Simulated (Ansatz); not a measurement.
Li$_{2}$S:
```yaml
crystal:
  lattice:
    - [0.00000, 2.84519, 2.84519]
    - [2.84519, 0.00000, 2.84519]
    - [2.84519, 2.84519, 0.00000]
  atoms:
    - { symbol: Li, position: [0.25000, 0.25000, 0.25000] }
    - { symbol: Li, position: [0.75000, 0.75000, 0.75000] }
    - { symbol: S, position: [0.00000, 0.00000, 0.00000] }
```

Relaxed with r²SCAN.

Task: Map the valence electron density (e/Å³), cut off at 0.9 on the plane through (0.250, 0.250, 0.250) spanned by u = [1, 0, 0] and v = [-1, 1, 1] in lattice vectors, from plane-wave PAW r²SCAN (Ansatz code).

Result: x is the fraction of u, y of v (the angle between them is 90°; rows are the nearest grid lines); atoms in the plane: Li at (0.00, 0.00), Li at (0.00, 0.50), S at (0.50, 0.75).
```
|999300111111111003999|
|999211122232221112999|
|995111234555432111599|
|001123689999986321100|
|001124799999997421100|
|001135999636999531100|
|001136999303999631100|
|001124799999997421100|
|001123689999986321100|
|321112457999754211123|
|995111234555432111599|
|999211122232221112999|
|999200000000000002999|
|994000000000000000599|
|320000000000000000023|
|000000000000000000000|
|000000000000000000000|
|000000000000000000000|
|000000000000000000000|
|000000000000000000000|
|000000000000000000000|
|995000000000000000499|
|999200000000000002999|
|999300111111111003999|
```
Scale: ten equal steps from 0.000 (start of '0') to 0.900 (end of '9'), in the order '0123456789'; x runs from 0.000 to 1.00, y from 0.000 (bottom) to 1.00 (top).

The density is the valence pseudo-density with augmentation charge, so density and ELF within about 1 Å of a nucleus are not all-electron values.

Space group Fm-3m (anti-fluorite). The r²SCAN relaxation kept the symmetry of its start.

Potentials: the later of the program's two PAW sets.
